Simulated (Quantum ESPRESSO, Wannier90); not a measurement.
# PbI$_{2}$ (CdI2 type), plane waves to Wannier functions

```xyz
3
Lattice="4.6127 0.0000 0.0000 -2.3063 3.9947 0.0000 0.0000 0.0000 7.2570" Properties=species:S:1:pos:R:3 pbc="T T T"
Pb     0.0000     0.0000     0.0000
I     -2.3063     1.3316    -1.8799
I      2.3063    -1.3316     1.8799
```

Cell from Materials Project (mp-22893), symmetrised, no further relaxation. COD (Crystallography Open Database) has the formula in 4 space groups, this one among them (matched by group alone). Method: PBEsol plane waves in Quantum ESPRESSO 7.5 (PseudoDojo norm-conserving files, 56 Ry, no spin polarisation, no spin-orbit coupling), Bloch states on a 12×12×4 mesh through Γ, Wannier90 4.0.1. Density: 12×12×4 mesh, cold smearing 0.01 Ry. Spin-orbit coupling is left out although heavy elements are present.

Bands 6-14 form an isolated set from -11.92 to 0.00 eV relative to the valence-band maximum (on the path) and are turned into 9 Wannier functions by minimising the spread from the start: s functions at random places.

Problem. Where do the functions sit, how wide are they and what are they made of?

Solution. 
```tsv
functions	spread (Å²)	nearest atom, distance (Å)	second atom, distance (Å)	weight on atomic waves
6	2.15	I 0.75	Pb 2.52	I 5p 67 %, I 5s 18 %, Pb 6p 13 %
2	1.98	I 0.47	Pb 3.55	I 5p 57 %, I 5s 40 %
1	2.16	Pb 0.00	I 3.26	Pb 6s 98 %
```

Ω_I = 16.99 Å², Ω_total = 19.00 Å²; the interpolated bands follow pw.x to 0.1 meV rms on the path. It is the lowest total spread that any start reached here.
